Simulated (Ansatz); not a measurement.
E(M) for CoPd (R-3m)

The source of the geometry is a structure from the Materials Project; atoms and cell stay fixed.

Settings: PBEsol, 14×14×14 k mesh, Fermi–Dirac smearing of 0.1 eV. PAW means Ansatz 0.2.0 on its default frozen-core files; LAPW is all-electron LAPW in Ansatz 0.2.0. Site moments are integrated in spheres about the atoms, whose radii differ between the methods.

The reference run was typed so:

```yaml
crystal:
  lattice:
    - [1.3459330638, 0.7770748167, 4.2939193827]
    - [-1.3459330638, 0.7770748167, 4.2939193827]
    - [0.0, -1.5541496334, 4.2939193827]
  atoms:
    - { symbol: Co, position: [0.0, 0.0, 0.0], spin: 2.0 }
    - { symbol: Pd, position: [0.5, 0.5, 0.5] }
magnetization:
  spin_polarized: true
kpoints:
  mp_grid: { grid: [14, 14, 14] }
scf:
  occupations: { method: fermi_dirac, width: 0.1 }
  lower_state_search: "off"
hamiltonian:
  xc: pbesol
  pseudopotentials: { kind: paw }
output:
  forces: true
  stress: true
  eigenvalues: true
  populations: true
  dos: { projected: true, de: 0.1, e_range: [-8, 5] }
  write_density: true
  write_potential: true
  elf: true
  volumetric_format: npy
```

Command: `ansatz run input.yaml --threads 1 --pin off --max-ram 3072MiB --backend cpu --events-out ev --progress --plain --runs-dir out`

The input for «total moment held at 0.54 μB» by PAW differs from it in these lines, output keys apart:

```diff
-    - { symbol: Co, position: [0.0, 0.0, 0.0], spin: 2.0 }
-    - { symbol: Pd, position: [0.5, 0.5, 0.5] }
+    - { symbol: Co, position: [0.0, 0.0, 0.0], spin: 0.483 }
+    - { symbol: Pd, position: [0.5, 0.5, 0.5], spin: 0.057 }
+  initial_magnetization: 0.54
+  spin_locking: { lock_magnetization: hard }
```

The input for «total moment held at 1.51 μB» by LAPW differs from it in these lines, output keys apart:

```diff
-    - { symbol: Co, position: [0.0, 0.0, 0.0], spin: 2.0 }
-    - { symbol: Pd, position: [0.5, 0.5, 0.5] }
+    - { symbol: Co, position: [0.0, 0.0, 0.0], spin: 1.35 }
+    - { symbol: Pd, position: [0.5, 0.5, 0.5], spin: 0.16 }
+  initial_magnetization: 1.51
+  spin_locking: { lock_magnetization: hard }
-  pseudopotentials: { kind: paw }
+  pseudopotentials: { kind: all_electron, lapw: { basis_error: 0.001 } }
```

Each run fixes M = N↑ − N↓ with two Fermi levels; the holding field B = (E_F↑ − E_F↓)/2μB is the slope of the free energy against M over μB. Energies count from each method's free run. The held moment starts on the atoms that carry the free run's moments.

The free PAW run: Site moments (μB): Co1 1.96, Pd2 0.29. Cell moment 2.16 μB.

| M (μB/cell) | ΔF PAW (meV/cell) | ΔF LAPW (meV/cell) | B, PAW (T) | largest site moment, PAW (μB) | pressure, PAW (GPa) |
| --- | --- | --- | --- | --- | --- |
| 0.00 | +392.6 | +393.8 | – | 0.00 | -14.8 |
| 0.54 | +354.0 | – | -2424 | 0.63 | -14.3 |
| 1.08 | +246.2 | +246.9 | -4336 | 1.21 | -12.9 |
| 1.51 | +128.8 | +129.1 | -4882 | 1.60 | -11.6 |
| 1.83 | +43.9 | +44.0 | -3992 | 1.82 | -10.7 |
| 2.37 | +16.9 | – | +2670 | 2.04 | -9.1 |
| 2.59 | +71.0 | +71.0 | +6055 | 2.14 | -8.1 |
| 2.91 | +238.4 | – | +11603 | 2.27 | -6.3 |

Against an unpolarised PAW run, spin polarisation gains 196.3 meV per atom; the pressure goes from -14.8 to -9.9 GPa, the usual magnetovolume effect: the magnetic state wants the larger volume.

Fit ΔF = E₀ + a₂M² + a₄M⁴ to the PAW points up to M = 2.59 μB, leaving out M = 1.08. What does the fit give, and how well does it predict the point left out?

E₀ = +396.7 meV, a₂ = -158.23 meV/μB², a₄ = +16.274 meV/μB⁴, with a worst miss of 8.3 meV. At M = 1.08 it gives +234.2 meV against the computed +246.2. Since a₂ < 0 the minimum lies at M₀ = √(−a₂/2a₄) = 2.20 μB, against 2.16 μB from the free run.

Separate runs put a uniform field on the spins (g = 2):

```csv
field (T),M PAW (μB/cell),M LAPW (μB/cell)
500,2.194,2.194
1000,2.232,2.232
```

The rows needn't lie on one branch: at M = 0 the run is unmagnetised, so slopes across such rows needn't follow B.

The PAW files were made with PBE; the program remakes their cores once for the run's functional and then keeps them frozen. The Ansatz runs typed with the search for lower states off end where their start leads. The magnetic state is the one that this cell and start allow. It needn't be the compound's measured order, which may need a larger cell or be absent.
